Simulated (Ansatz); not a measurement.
Input:

WO3:
```
WO3
1.0
    3.82133     0.00000     0.00000
    0.00000     7.62490     0.00000
    0.00000     0.00000     7.45307
W O
4 12
Direct
  0.95402   0.72195   0.75006
  0.04598   0.27805   0.24994
  0.04598   0.22195   0.74994
  0.95402   0.77805   0.25006
  0.99626   0.01052   0.25040
  0.00374   0.98948   0.74960
  0.00374   0.51052   0.24960
  0.99626   0.48948   0.75040
  0.00162   0.25038   0.50001
  0.99838   0.74962   0.49999
  0.99838   0.75038   0.99999
  0.00162   0.24962   0.00001
  0.51067   0.26114   0.24999
  0.48933   0.73886   0.75001
  0.48933   0.76114   0.25001
  0.51067   0.23886   0.74999
```

This is the LDA-relaxed structure.

### Question
All from plane-wave PAW LDA (Ansatz code), unless another level is named. Predict the band gap.

### Answer
1.23 eV (smallest direct gap 1.24 eV).

### Question
What about the formation energy from the elements (no fitted shifts)?

### Answer
-2243 meV/atom.

### Question
And the weight of the valence-edge state by species (Voronoi cells)?

### Answer
O 99 %.

### Question
What about the conduction-band minimum?

### Answer
at Γ.

Space group Pbcm. The workflow started from a Materials Project entry (that database holds measured and hypothetical structures alike); the Crystallography Open Database copy checked does not list it. COD files the formula under space group No. 2, 14, 62, 129, 130, 191, so this cell is another polymorph or a model. Whether it is the stable phase at ambient conditions was not checked. The cell was relaxed with LDA under the symmetry of its start; of distortions, only those at the zone centre were tested, and some modes there are weakly imaginary. The run is not spin-polarised. No Hubbard U is applied. Point labels and valley counts follow the cell and symmetry of the run, lower than the named group. The references are the lowest solids computed at this level, not always the standard phases (solids in place of the gases). Scalar-relativistic: spin–orbit coupling is off unless named, which matters more the heavier the elements.

Potentials: the later of the program's two PAW sets.
